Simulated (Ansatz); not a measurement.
**Relaxation path: bcc Nb (111), 5 layers**

DFT, PBEsol, PAW with Ansatz's default frozen-core files, scalar-relativistic (Ansatz 0.2.0); a Γ-centred 10×10×1 k mesh, Fermi–Dirac smearing of 0.05 eV, no spin polarisation. The run relaxes the atoms in the fixed cell.

Command: `ansatz run input.yaml --threads 2 --pin off --max-ram 4096MiB --backend cpu --events-out ev --progress --plain --runs-dir out` It took 58 s on 2 threads of Arm Neoverse V1 (shared host), peak memory 0.58 GiB.

```yaml
crystal:
  lattice:
    - [4.6281866187, 0.0, 0.0]
    - [-2.3140933094, 4.0081271852, 0.0]
    - [0.0, 0.0, 19.7789]
  atoms:
    - { symbol: Nb, position: [0.833333333, 0.166666667, 0.4044714684] }
    - { symbol: Nb, position: [0.166666667, 0.833333333, 0.4522357341] }
    - { symbol: Nb, position: [0.5, 0.5, 0.5] }
    - { symbol: Nb, position: [0.833333333, 0.166666667, 0.5477642659] }
    - { symbol: Nb, position: [0.166666667, 0.833333333, 0.5955285316] }
kpoints:
  mp_grid: { grid: [10, 10, 1] }
scf:
  occupations: { method: fermi_dirac, width: 0.05 }
hamiltonian:
  xc: pbesol
  pseudopotentials: { kind: paw }
output:
  forces: true
  stress: true
  eigenvalues: true
relax:
  f_tol: 0.01
  max_steps: 40
efield:
  axis: 3
  amplitude: 0
  dipole_correction: true
```

Each step lists its free energy a cell above the last geometry, and Cartesian positions (Å) with forces (eV/Å).

The first step:

```
step 1  dF = 736.12 meV
  Nb 3.4711 0.6680 8.0000   0.0000 0.0000 2.1589
  Nb -1.1570 3.3401 8.9447   0.0000 0.0000 0.8568
  Nb 1.1570 2.0041 9.8895   0.0000 0.0000 0.0000
  Nb 3.4711 0.6680 10.8342   0.0000 0.0000 -0.8568
  Nb -1.1570 3.3401 11.7789   0.0000 0.0000 -2.1589
```

The PAW files were made under PBE.

Question: Where does the relaxation end, and by which steps?

Answer: After 5 geometries, with a shortest distance of 2.501 Å. The further steps:
```
step 2  dF = 44.16 meV
  Nb 3.4711 0.6680 8.1958   0.0000 0.0000 0.6484
  Nb -1.1570 3.3401 9.0098   0.0000 0.0000 0.4645
  Nb 1.1570 2.0041 9.8895   0.0000 0.0000 0.0000
  Nb 3.4711 0.6680 10.7691   0.0000 0.0000 -0.4645
  Nb -1.1570 3.3401 11.5831   0.0000 0.0000 -0.6484
step 3  dF = 12.76 meV
  Nb 3.4711 0.6680 8.2551   0.0000 0.0000 -0.3184
  Nb -1.1570 3.3401 9.0603   0.0000 0.0000 -0.3770
  Nb 1.1570 2.0041 9.8895   0.0000 0.0000 0.0000
  Nb 3.4711 0.6680 10.7186   0.0000 0.0000 0.3770
  Nb -1.1570 3.3401 11.5238   0.0000 0.0000 0.3184
step 4  dF = 1.68 meV
  Nb 3.4711 0.6680 8.2446   0.0000 0.0000 -0.0333
  Nb -1.1570 3.3401 9.0276   0.0000 0.0000 0.1347
  Nb 1.1570 2.0041 9.8894   0.0000 0.0000 0.0001
  Nb 3.4711 0.6680 10.7513   0.0000 0.0000 -0.1347
  Nb -1.1570 3.3401 11.5343   0.0000 0.0000 0.0333
step 5  dF = 0.00 meV
  Nb 3.4711 0.6680 8.2400   0.0000 0.0000 -0.0005
  Nb -1.1570 3.3401 9.0382   0.0000 0.0000 0.0068
  Nb 1.1570 2.0041 9.8895   0.0000 0.0000 -0.0001
  Nb 3.4711 0.6680 10.7407   0.0000 0.0000 -0.0068
  Nb -1.1570 3.3401 11.5389   0.0000 0.0000 0.0005
step 6  dF = 0.00 meV  (same geometry, solved once more)
  Nb 3.4711 0.6680 8.2400   0.0000 0.0000 0.0000
  Nb -1.1570 3.3401 9.0382   0.0000 0.0000 0.0060
  Nb 1.1570 2.0041 9.8895   0.0000 0.0000 -0.0001
  Nb 3.4711 0.6680 10.7407   0.0000 0.0000 -0.0059
  Nb -1.1570 3.3401 11.5389   0.0000 0.0000 0.0000
```
